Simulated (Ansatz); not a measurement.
## YSb (Fm-3m), two-dimensional strain map

Method: DFT PBEsol, scalar-relativistic, plane waves, PAW (Ansatz). Settings: plane waves to 420 eV, k-mesh 14×14×14 (Γ-centred), Gaussian smearing 0.15 eV. No spin polarisation. Energies are free energies at this smearing, counted from the undisturbed cell; pressure is positive in compression.

The undisturbed cell (as given, not relaxed at this level; it stands at -2.2 GPa, and it needn't be the usual structure):

```
CELL_PARAMETERS angstrom
0.00000 3.09500 3.09500
3.09500 0.00000 3.09500
3.09500 3.09500 0.00000
ATOMIC_POSITIONS crystal
Y 0.50000 0.50000 0.50000
Sb 0.00000 0.00000 0.00000
```

The cell is strained by p along both x and y and by q along z, fractional coordinates fixed. Points are written (p, q).

p was sampled at -0.080, -0.040, 0.000, 0.040, 0.080 and q at -0.080, -0.040, 0.000, 0.040, 0.080.

Question: Where on the computed points is the energy highest, and how high?

Answer: At (0.080, 0.080): 339.2 meV/atom.

Question: Away from (0, 0), which computed point is lowest?

Answer: (0.000, -0.040): 8.4 meV/atom.

The map, in meV/atom:

```csv
p \ q,-0.080,-0.040,0.000,0.040,0.080
-0.080,303.0,211.5,185.4,200.0,239.0
-0.040,123.7,39.4,21.5,44.8,92.4
0.000,84.7,8.4,0.0,33.4,90.8
0.040,137.7,70.1,72.2,116.6,185.0
0.080,248.5,190.1,203.0,259.1,339.2
```